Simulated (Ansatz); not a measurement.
AuCu3-type EuOs₃

Level of theory: DFT, PBE, scalar-relativistic, collinear spin; plane waves to 420 eV with PAW datasets (Ansatz 0.2.0), Γ-centred 8×8×8 mesh, 0.05 eV Gaussian smearing; PAW files: Ansatz's generated set soft_2.

```yaml
crystal:
  lattice:
    - [4.06343, 0.00000, 0.00000]
    - [0.00000, 4.06343, 0.00000]
    - [0.00000, 0.00000, 4.06343]
  atoms:
    - { symbol: Eu, position: [0.00000, 0.00000, 0.00000] }
    - { symbol: Os, position: [0.00000, 0.50000, 0.50000] }
    - { symbol: Os, position: [0.50000, 0.50000, 0.00000] }
    - { symbol: Os, position: [0.50000, 0.00000, 0.50000] }
```

The cell came from substitution into a structure type; no database entry of this phase was matched, which doesn't show that none exists.

Magnetic state: ferromagnetic, site spin moments Eu 6.12; Os -0.28 μB.

Q: Which orbitals carry the states at the Fermi level, and how many states are there?

A: Within 0.1 eV of it: Os 5d 65 %, Eu 4f 24 % (shares among the projected shells; no valence p shell of Os is among them; no valence p shell of Eu is among them). The density of states at the Fermi level is about 5 states/eV per cell, averaged over 0.3 eV.

Density of states (tetrahedra, averaged over 0.4 eV; states/eV per cell of 4 atoms; energy in eV from the Fermi level; projections on Löwdin-orthogonalised atomic orbitals, summed over sites):

```
    E  total  Os 5d up  Os 5d down  Eu 4f up  Eu 4f down  Eu 5d up
-5.65    1.3       0.2         0.2       0.0         0.0       0.1
-5.25    2.0       0.4         0.4       0.0         0.0       0.2
-4.85    1.8       0.5         0.5       0.0         0.0       0.2
-4.45    4.1       1.3         1.3       0.0         0.0       0.4
-4.05    5.4       1.8         2.0       0.0         0.0       0.4
-3.65    5.2       2.1         2.1       0.1         0.0       0.2
-3.25    4.6       1.9         1.9       0.1         0.0       0.2
-2.85    5.1       2.0         2.1       0.1         0.0       0.2
-2.45    3.8       1.4         1.7       0.1         0.0       0.1
-2.05    3.7       1.5         1.5       0.1         0.0       0.2
-1.65    6.1       2.3         2.3       0.4         0.0       0.3
-1.25    7.8       2.6         2.6       1.5         0.0       0.3
-0.85   13.1       3.0         3.7       5.2         0.1       0.3
-0.45   13.1       2.2         2.9       7.1         0.1       0.2
-0.05    5.6       1.6         1.9       1.3         0.1       0.2
 0.35    4.9       1.9         1.4       0.7         0.1       0.2
 0.75    4.7       2.1         1.1       0.4         0.0       0.2
 1.15    2.9       1.4         0.6       0.2         0.0       0.2
 1.55    1.6       0.6         0.6       0.0         0.0       0.1
 1.95    2.2       0.9         1.0       0.0         0.0       0.0
 2.35    1.5       0.8         0.5       0.0         0.0       0.0
 2.75    0.3       0.2         0.1       0.0         0.0       0.0
 3.15    0.1       0.0         0.0       0.0         0.0       0.0
 3.55    6.5       0.2         0.6       0.0         4.9       0.2
 3.95   15.2       0.9         0.9       0.0        10.9       0.7
 4.35    4.3       0.7         0.6       0.0         0.6       0.9
 4.75    4.8       1.1         0.6       0.0         0.1       1.5
 5.15    3.0       0.2         0.6       0.0         0.1       0.5
```

Without a U the 4f levels of Eu lie too near the Fermi level, so their share of the states there, and what hangs on it, is overstated. Spin–orbit coupling, which matters for such heavy elements, is left out. The run wasn't fully tested for a lower electronic state. Site moments are of spin, integrated over atomic spheres. The moments were started parallel, and the real magnetic order may be another.
